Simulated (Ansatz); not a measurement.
Li:
```yaml
crystal:
  lattice:
    - [0.00000, 2.11676, 2.11676]
    - [2.11676, 0.00000, 2.11676]
    - [2.11676, 2.11676, 0.00000]
  atoms:
    - { symbol: Li, position: [0.00000, 0.00000, 0.00000] }
```

Relaxed with LDA. Special points in fractions of this cell's reciprocal vectors: Γ (0.000, 0.000, 0.000); X (0.500, 0.000, 0.500); U (0.625, 0.250, 0.625); K (0.375, 0.375, 0.750); L (0.500, 0.500, 0.500); W (0.500, 0.250, 0.750).

### Question
List the band energies nearest the Fermi level at these points for DFT-LDA in the program Ansatz with PAW potentials.

### Answer
In eV from the Fermi level; about four levels below and three above (degenerate sets whole), none deeper than 8.9 eV; … stands for higher levels left out; points with the same levels are listed once.

```tsv
k	below	above
Γ	-3.58	…
X	–	1.55 5.01 …
U	–	2.58 3.16 …
L	-0.05	3.18 …
W	–	3.60 3.60 …
```

Space group Fm-3m (fcc (Cu type)). The workflow started from a Materials Project entry (that database holds measured and hypothetical structures alike); the Crystallography Open Database files this formula in space group No. 225, but the cells were not matched. It is not the phase usual at ambient conditions (space group No. 229). The LDA relaxation kept the symmetry of its start; its stability against distortions is not shown here.

Potentials: the earlier of the program's two PAW sets.
